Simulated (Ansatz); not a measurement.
ZrW₂:
```
CELL_PARAMETERS angstrom
      0.00000     3.78953     3.78953
      3.78953     0.00000     3.78953
      3.78953     3.78953     0.00000
ATOMIC_POSITIONS crystal
  Zr 0.50000 0.50000 0.50000
  Zr 0.75000 0.75000 0.75000
  W  0.12500 0.12500 0.12500
  W  0.62500 0.12500 0.12500
  W  0.12500 0.12500 0.62500
  W  0.12500 0.62500 0.12500
```

Relaxed with PBEsol. Special points in fractions of this cell's reciprocal vectors: Γ (0.000, 0.000, 0.000); X (0.500, 0.000, 0.500); U (0.625, 0.250, 0.625); K (0.375, 0.375, 0.750); L (0.500, 0.500, 0.500); W (0.500, 0.250, 0.750).

Q: List the band energies nearest the Fermi level at these points for PBEsol with spin–orbit coupling in the plane-wave PAW code Ansatz.

A: In eV from the Fermi level; about four levels below and three above (degenerate sets whole), none deeper than 8.9 eV; points with the same levels are listed once.

```json
[
 {"k": "Γ", "below": "-0.74 -0.74 -0.74 -0.74", "above": "0.11 0.11 0.23 0.23 0.23 0.23"},
 {"k": "X", "below": "-0.32 -0.32 -0.32 -0.32", "above": "1.71 1.71 1.71 1.71"},
 {"k": "U", "below": "-0.58 -0.58 -0.19 -0.19", "above": "0.29 0.29 1.08 1.08"},
 {"k": "L", "below": "-0.99 -0.99 -0.66 -0.66", "above": "1.33 1.33 1.35 1.35"},
 {"k": "W", "below": "-0.24 -0.24 -0.09 -0.09", "above": "0.85 0.85 1.43 1.43"}
]
```

Space group Fd-3m (cubic Laves (MgCu2 type)). The workflow started from an entry of the Crystallography Open Database (COD). Whether it is the stable phase at ambient conditions was not checked. The cell was relaxed with PBEsol under the symmetry of its start; its stability against distortions is not shown here. No spin polarisation was allowed.

Potentials: the later of the program's two PAW sets.
